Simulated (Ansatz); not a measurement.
Bulk crystal (W) after relaxation:

```yaml
crystal:
  lattice:
    - [-1.59178, 1.59178, 1.59178]
    - [1.59178, -1.59178, 1.59178]
    - [1.59178, 1.59178, -1.59178]
  atoms:
    - { symbol: W, position: [0.00000, 0.00000, 0.00000] }
```

Miller indices refer to the conventional cell of Im-3m (No. 229), a = 3.184 Å, b = 3.184 Å, c = 3.184 Å, α = 90.00°, β = 90.00°, γ = 90.00°.

The (110) slab of 5 planes, 9.0 Å thick with 15 Å of vacuum as cut; outer planes W (top) and W (bottom).

Theory: DFT PBE, scalar-relativistic, plane waves, PAW in Ansatz. Settings: cutoff 420 eV, Γ-centred mesh 13×13×1 on the computed 5-atom cell, Gaussian smearing of 0.10 eV; no spin polarisation. The cell repeats along c with a dipole correction in the vacuum.

With the atoms at the bulk's places:

```
Surface energy (mean of both faces) : 3.37 J/m²
Work function                       : 4.89 eV
```

Question: What changes when all atoms relax within this surface cell and its symmetry?

Answer: The energy falls by 0.059 J/m² a face, and the largest move is 0.08 Å.

For the relaxed slab, the surface energy (mean of both faces) is 3.31 J/m² and the work function is 4.77 eV.

```json
{"plane (bottom to top)": "1", "atoms": "W", "spacing to next, bulk (Å)": "2.251", "relaxed (Å)": "2.168", "change (%)": "-3.7"}
{"plane (bottom to top)": "2", "atoms": "W", "spacing to next, bulk (Å)": "2.251", "relaxed (Å)": "2.256", "change (%)": "+0.2"}
{"plane (bottom to top)": "3", "atoms": "W", "spacing to next, bulk (Å)": "2.251", "relaxed (Å)": "2.256", "change (%)": "+0.2"}
{"plane (bottom to top)": "4", "atoms": "W", "spacing to next, bulk (Å)": "2.251", "relaxed (Å)": "2.168", "change (%)": "-3.7"}
{"plane (bottom to top)": "5", "atoms": "W", "spacing to next, bulk (Å)": "", "relaxed (Å)": "", "change (%)": ""}
```

Spin-orbit coupling is left out, which matters for the bands of heavy elements.